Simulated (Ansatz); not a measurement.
The relaxed structure here is a generated cell of Nb2C: the first start was made by placing the elements on the sites of a structure type, and the end was not matched to a known phase here, so it may be hypothetical.

A relaxed cell of Nb$_{2}$C (P-62m (No. 189)), relaxed on a k-mesh at least as fine as the one used below. The numbers are results of PBE (plane waves to 420 eV, PAW, scalar-relativistic; Ansatz, a program for electronic structure), not measurements. Γ-centred k-mesh 6×6×10 on the run's cell (coarser than for final values), Fermi–Dirac smearing 0.05 eV.

```
CELL_PARAMETERS angstrom
      6.50846     0.00000     0.00000
     -3.25423     5.63649     0.00000
      0.00000     0.00000     3.22993
ATOMIC_POSITIONS crystal
  Nb 0.25379 0.00000 0.00000
  Nb 0.00000 0.25379 0.00000
  Nb 0.74621 0.74621 0.00000
  Nb 0.58225 0.00000 0.50000
  Nb 0.00000 0.58225 0.50000
  Nb 0.41775 0.41775 0.50000
  C  0.00000 0.00000 0.50000
  C  0.33333 0.66667 0.00000
  C  0.66667 0.33333 0.00000
```

The atoms are displaced along an unstable phonon of this cell by (Å):

```json
[
 {"atom": "Nb1", "ux": "0.000", "uy": "-0.068", "uz": "0.000"},
 {"atom": "Nb2", "ux": "-0.012", "uy": "-0.048", "uz": "0.000"},
 {"atom": "Nb3", "ux": "0.012", "uy": "-0.048", "uz": "0.000"},
 {"atom": "Nb4", "ux": "0.000", "uy": "0.140", "uz": "0.000"},
 {"atom": "Nb5", "ux": "0.064", "uy": "0.030", "uz": "0.000"},
 {"atom": "Nb6", "ux": "-0.064", "uy": "0.030", "uz": "0.000"},
 {"atom": "C7", "ux": "0.000", "uy": "-0.078", "uz": "0.000"},
 {"atom": "C8", "ux": "-0.113", "uy": "-0.098", "uz": "0.000"},
 {"atom": "C9", "ux": "0.113", "uy": "-0.098", "uz": "0.000"}
]
```

### Question
What forces (eV/Å) and pressure result?

### Answer
| atom | Fx | Fy | Fz |
|---|---|---|---|
| Nb1 | 0.17 | 0.24 | 0.00 |
| Nb2 | 0.44 | -0.48 | 0.00 |
| Nb3 | -0.30 | -0.14 | 0.00 |
| Nb4 | 0.30 | 0.07 | 0.00 |
| Nb5 | 0.02 | 0.04 | 0.00 |
| Nb6 | -0.44 | -0.14 | 0.00 |
| C7 | 0.02 | -0.15 | 0.00 |
| C8 | 0.28 | 0.11 | 0.00 |
| C9 | -0.49 | 0.46 | 0.00 |

Pressure +2.1 GPa.

The undisplaced cell is probably no minimum: from this displacement the run went on to Pm (No. 6), 0.21 eV/atom below it.

No spin polarisation in the result.
